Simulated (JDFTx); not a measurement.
System: MgB2(0001) (P6/mmm bulk; lattice of mp-763, not re-optimised at this level), 1x1 cell of 7 atoms in 5 planes (Mg outermost, slab composition Mg3B4), area 8.12 Å² a face, 6.9 Å between the outermost planes in a cell 23.0 Å high; k mesh 8×8×1, Fermi width 0.01 Ha, no spin polarisation. Whether this polymorph is the ambient one wasn't checked.

Profiles through the double layer of this slab, charged, in CANDLE, acetonitrile, 1 M KF; PBE, GBRV ultrasoft potentials, plane waves to 20/100 Ha, JDFTx (a modified build). z is the height above the outermost atoms, φ the plane-averaged electrostatic potential energy of an electron (zero in the bulk liquid), ρ_b the bound charge of solvent and ions, s the cavity shape function (0 in the solid, 1 in the liquid).

```csv
z (Å),n (e/Å³),s,φ (eV),ρ_b (10⁻³ e/Å³)
0.99,0.0630,0.00,-3.850,-0.04
1.46,0.0332,0.00,-1.698,-1.00
1.93,0.0143,0.00,-0.540,-4.17
2.40,0.0052,0.04,-0.157,-1.81
2.87,0.0017,0.16,-0.072,0.46
3.33,0.0005,0.29,-0.045,0.27
3.80,0.0002,0.44,-0.031,0.06
4.27,0.0000,0.58,-0.023,-0.01
4.74,0.0000,0.72,-0.017,-0.03
5.21,0.0000,0.85,-0.013,-0.02
5.68,0.0000,0.96,-0.010,-0.02
6.15,0.0000,1.00,-0.008,-0.01
6.62,0.0000,1.00,-0.007,-0.01
7.09,0.0000,1.00,-0.005,-0.01
7.56,0.0000,1.00,-0.004,-0.01
```

**Question.** Is the electrode positively or negatively charged, and roughly by how much?

**Answer.** Positively: σ = 4.8 μC/cm² per face. The liquid's bound charge is of the opposite sign overall, and far from the surface φ decays with the screening length (2.1 Å).
